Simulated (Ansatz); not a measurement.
## Relaxing a structure of Be

The start is a generated trial cell of Be in the AFLOW prototype A_mP4_4_2a (as in Te). The structure is fully relaxed (lattice and positions, P = 0) with r2SCAN (plane waves to 500 eV, PAW, scalar-relativistic; Ansatz, a quantum-chemistry and plane-wave program). The first steps use a coarse 16×7×10 k-mesh.

Input geometry:
```
Be
1.0
    2.06387     0.00000     0.00000
    0.00000     4.99544     0.00000
   -0.14964     0.00000     3.16141
Be
4
Cartesian
  0.44414   3.64667   1.51748
  1.47009   1.14895   1.64393
  0.98766   2.49772   0.06323
  0.92656   0.00000   3.09818
```

Problem. How large is the pressure on the unrelaxed cell, and of which sign?

Solution. +11.1 GPa (positive: the cell is compressed).

Problem. Which atoms feel the largest initial force, and how large is it?

Solution. 2.51 eV/Å, on Be1, Be2 (atoms numbered as listed).

Problem. Does the structure survive the relaxation? Give the final space group.

Solution. The space group goes from P2₁ (No. 4) to Fm-3m (No. 225); the end is fcc (Cu type), with 1 atom in the primitive cell.

Problem. By how much does the energy per atom fall from start to end?

Solution. 0.53 eV/atom.

Problem. How does the volume change?

Solution. -3.4 %, from 8.15 to 7.87 Å³/atom.

Problem. How do the shortest distances between atoms change?

Solution. The closest pairs of elements (up to four, under 3.6 Å), start → end: Be–Be 1.93 → 2.23 Å.

Problem. Is the relaxed structure metallic? Give its gap.

Solution. No gap (metallic).

Problem. Give the final cell and atomic positions.

Solution. 
Space group Fm-3m (No. 225); a = 3.158 Å, b = 3.158 Å, c = 3.158 Å, α = 90.00°, β = 90.00°, γ = 90.00°

```csv
atom,site,symmetry,x,y,z
Be,4b,m-3m,0.5000,0.5000,0.5000
```
(The calculation used a cell of 1 atom; values per cell refer to that cell.)

Final values are on a 25×25×25 k-mesh of the relaxed cell. No spin polarisation in the result.

The run could not lose the symmetry of its start; a randomly shaken copy of 2 atoms returns to this structure.

The relaxed structure here is a generated cell of Be: the first start was made by placing the elements on the sites of a structure type, and the end was not matched to a known phase here, so it may be hypothetical. Known forms of Be include space group No. 194.
